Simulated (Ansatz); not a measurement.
Level of theory: DFT, BLYP, plane waves (420 eV) with PAW, scalar-relativistic (Ansatz). (PAW data from PBE, frozen cores regenerated.)

An element in the bcc structure gives this curve. The cell is scaled uniformly from the relaxed one, with fractional coordinates and shape fixed. Energies are extrapolated to zero smearing, pressures are those at the given smearing. Magnetic state: spin not included.

| V (Å³/atom) | E − E₀ (meV/atom) | P (GPa) |
| --- | --- | --- |
| 15.579 | 88.8 | 15.80 |
| 16.287 | 35.3 | 9.55 |
| 16.995 | 7.2 | 4.33 |
| 17.703 | 0.1 | -0.02 |
| 18.412 | 10.6 | -3.63 |
| 19.120 | 35.6 | -6.64 |
| 19.828 | 72.8 | -9.13 |

Problem. Which element is it?
A. platinum
B. tantalum
C. tungsten
D. titanium

Solution. D. Its fit is V₀ = 17.61 Å³/atom, B₀ = 101 GPa, B₀′ = 3.6.
